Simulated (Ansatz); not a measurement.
The cell below belongs to a search over invented structures; it isn't taken from experiment.

Input and command of a plane-wave DFT calculation in Ansatz:

```yaml
crystal:
  lattice:
    - [3.6297940013, 0.0, 0.0]
    - [0.0, 5.2612138306, 0.0]
    - [0.0, 0.0, 7.5742861961]
  atoms:
    - { symbol: Yb, position: [0.0, 0.0, 0.5] }
    - { symbol: Yb, position: [0.5, 0.5, 0.6959818678] }
    - { symbol: Yb, position: [0.0, 0.0, 0.0] }
    - { symbol: Yb, position: [0.5, 0.5, 0.3040181322] }
    - { symbol: "Y", position: [0.0, 0.5, 0.0] }
    - { symbol: C, position: [0.5, 0.0, 0.2354838942] }
    - { symbol: C, position: [0.0, 0.5, 0.5] }
    - { symbol: C, position: [0.5, 0.0, 0.7645161058] }
basis:
  ecutwfc: 420
kpoints:
  mp_grid: { grid: [6, 4, 2] }
hamiltonian:
  xc: pbe
scf:
  occupations: { method: gaussian, width: 0.1 }
  lower_state_search: "off"
output:
  forces: true
  stress: true
  eigenvalues: true
relax:
  adjacent_minimum: "off"
  f_tol: 0.04
  max_steps: 70
  cell: { stress_tol: 0.4 }
```

```bash
ansatz run input.yaml --threads 1 --pin off --max-ram 2560MiB --backend cpu --events-out ev --progress --plain --runs-dir out
```

Processor: Intel(R) Xeon(R) Processor @ 2.70GHz, 1 thread, on a host shared with other jobs.

Question: Estimate time, memory and problem size.

Answer: About 79 s, peak memory 0.56 GiB. It solves 72 bands at 24 k points (after reduction by symmetry) with about 2833 plane waves (on the last cell), in 33 SCF iterations over 4 ionic steps.
